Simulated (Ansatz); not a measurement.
Compressing SnTe: a fit and a missing row

SnTe, Fm-3m, a = 6.288 Å. Ansatz: PBEsol, PAW, 420 eV, Γ-centred 10×10×10 mesh on 2 atoms, Gaussian smearing 0.01 eV; no spin polarisation. Symmetry fixes shape and atoms, so the cell is only scaled; pressure is positive in compression.

| V (Å³/atom) | P (GPa) |
| --- | --- |
| 27.349 | ? |
| 28.281 | 5.51 |
| 29.214 | 3.36 |
| 30.146 | 1.54 |
| 31.078 | 0.00 |
| 32.011 | -1.31 |
| 32.943 | -2.39 |
| 34.186 | -3.60 |

Question: Take V0 = 31.078 Å³/atom, fit the third-order Birch–Murnaghan form to the other rows, and predict the missing pressure.

Answer: With the Eulerian strain f = ½[(V0/V)^(2/3) − 1] and y = P/[3f(1 + 2f)^(5/2)], the form is the line y = B0 + 1.5 B0 (B0′ − 4) f. Rows (f, y): 0.03245, 48.4; 0.02105, 48.0; 0.01025, 47.6; -0.00976, 47.0; -0.01905, 46.1; -0.03078, 45.7. Means f = 0.0006933, y = 47.133; Σ(Δf)² = 0.003004, ΣΔfΔy = 0.1292; the slope is their ratio. y = 47.10 + 43.02 f GPa, so B0 = 47.1 GPa and B0′ = 4 + 2 × (43.02)/(3 × 47.10) = 4.61. At V = 27.349, f = 0.04447, y = 49.01 and P = 8.09 GPa. The run gave 8.04 GPa, so the fit is 0.05 GPa too high, a small miss on the scale of the series.